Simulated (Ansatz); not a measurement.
Calculated contact hyperfine fields for Co under strain

Cell: a COD entry, relaxed with PBE at fixed cell and then changed (z stretched by 2 %, ions relaxed).

```cif
data_structure
_symmetry_space_group_name_H-M 'P 1'
_symmetry_Int_Tables_number 1
_cell_length_a 2.5054
_cell_length_b 2.5054
_cell_length_c 4.1711
_cell_angle_alpha 90.000
_cell_angle_beta 90.000
_cell_angle_gamma 120.000
_cell_volume 22.67
loop_
_atom_site_label
_atom_site_type_symbol
_atom_site_fract_x
_atom_site_fract_y
_atom_site_fract_z
_atom_site_occupancy
Co1 Co 0.33333 0.66667 0.25000 1
Co2 Co 0.66667 0.33333 0.75000 1
```

Atoms are numbered from 1 in the order listed; like atoms form one site, named after its first atom.

The numbers come from a DFT calculation in Ansatz (PBE, plane waves and PAW, scalar-relativistic, collinear spin, 420 eV cutoff, Γ-centred 21×21×11 k-points, Fermi–Dirac smearing 0.05 eV). Start moments as typed (μB): 2 on each Co.

B_c = (2μ₀/3)μB(ρ↑ − ρ↓), with the spin density averaged over the Thomson radius around the nucleus, 7.77 T per e/Å³, positive along the up direction of the run. The valence column is what the valence and semicore waves of the PAW files give as listed; the rest comes from solving these waves and the inner shells again in each spin's potential.

Task: What moments and contact fields does each site carry?

Result: The cell's net moment is 3.33 μB; the site moments, counted in spheres around the atoms, add up to 3.48 μB, and the difference lies between the spheres. One atom of each set is listed.

```json
{"site": "Co", "atom": "1", "m (μB)": "1.74", "B_c (T)": "-25.8", "valence column (T)": "9.5", "rest (T)": "-35.3"}
```

On Co the field amounts to -14.8 T per μB of the site's moment: core polarisation sets it against the moment.

At this changed cell the PBE pressure is -8 GPa. The run finds no gap above 0.1 eV, so moments and fields hang on the k-mesh and the smearing. Semilocal functionals underestimate the core's part of the field; in a metal the conduction electrons' part and a positive orbital field can offset that, so a measured field can be larger or smaller. Orbital and dipolar fields are left out.

The relaxation (1 step) took 24 s of wall time (23 s of CPU time) and 0.64 GiB at its peak, on 1 thread of Intel Xeon Platinum 8375C CPU @ 2.90GHz (Ice Lake) (x86_64; 16 cores open to the job, memory cap 3.0 GiB, no GPU), a shared host with a load of 0.6 a core.
